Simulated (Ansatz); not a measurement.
# TiOs: strain energy, fitted

TiOs, Pm-3m, a = 3.081 Å. The structure is a COD entry; whether it is the stable form wasn't checked. Ansatz: r2SCAN, PAW, 500 eV, Γ-centred 14×14×14 mesh on 2 atoms, Gaussian smearing 0.10 eV; no spin polarisation. Series: strain along c alone, the other axes held, atoms fixed by symmetry; x is the strain in per cent. y is the free energy over the unstrained cell, V0 = 14.622 Å³/atom.

| x (%) | y (meV/atom) |
| --- | --- |
| -3.0 | ? |
| -2.0 | 9.57 |
| -1.0 | 2.33 |
| 0.0 | 0.00 |
| 1.0 | 2.23 |
| 2.0 | 8.75 |
| 3.0 | 19.28 |

**Question.** Fit y = c2 x² + c3 x³ to the other rows, turn c2 into a modulus, and predict the missing energy.

**Answer.** Least squares on the rows shown. y = 2.2911 x² − 0.049879 x³. In eV per unit strain² c2 is 22.91; this is C33 with relaxed ions (E = ½ C33 V0 ε²): 2 × 22.91 × 160.2 / (14.622) = 502 GPa. At x = -3.0 the fit asked for gives 21.97 meV/atom. The run gave 22.04 meV/atom, so the fit is 0.07 meV/atom too low, a small miss on the scale of the series.

Spin–orbit coupling is left out, which can shift energies with elements as heavy as these.